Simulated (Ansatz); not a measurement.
## WBrCl$_{3}$O: one atom moved along a line

Theory: DFT PBE+D3(BJ), scalar-relativistic, plane waves, PAW (Ansatz 0.2.0). Settings: plane waves to 420 eV, k-mesh 8×6×6 (Γ-centred), Gaussian smearing 0.05 eV. Spin–orbit coupling is left out, which can shift energies with elements as heavy as these. No spin polarisation. Energies are free energies at this smearing, counted from the undisturbed cell; pressure is positive in compression.

Zero of the scan (relaxed at this level; it needn't be the usual structure):

```
CELL_PARAMETERS angstrom
3.90643 -0.00173 0.01265
1.94032 6.07990 -0.12819
1.96981 -0.06729 6.19108
ATOMIC_POSITIONS crystal
W 0.01111 0.99765 0.99619
Br 0.80226 0.20282 0.34245
Cl 0.01108 0.32137 0.81811
Cl 0.15021 0.67520 0.17569
Cl 0.34095 0.80495 0.67144
O 0.56239 0.99802 0.99613
```

Atom 3 (Cl) is moved by x along the Cartesian unit vector (0.707, 0.707, 0.000); the cell and all other atoms stay fixed.

(x (Å), ΔE (meV/cell)): (-0.3000, 445.4), (-0.2250, 238.2), (-0.1500, 100.4), (-0.0750, 23.8), (0.0000, 0.0), (0.0750, 21.1), (0.1500, 79.5), (0.2250, 168.7), (0.2625, 222.9), (0.3000, 282.5)

Cost: 10 runs of about 2.5 core-minutes in all, on AMD EPYC 9R45 (Zen 5) (shared hosts).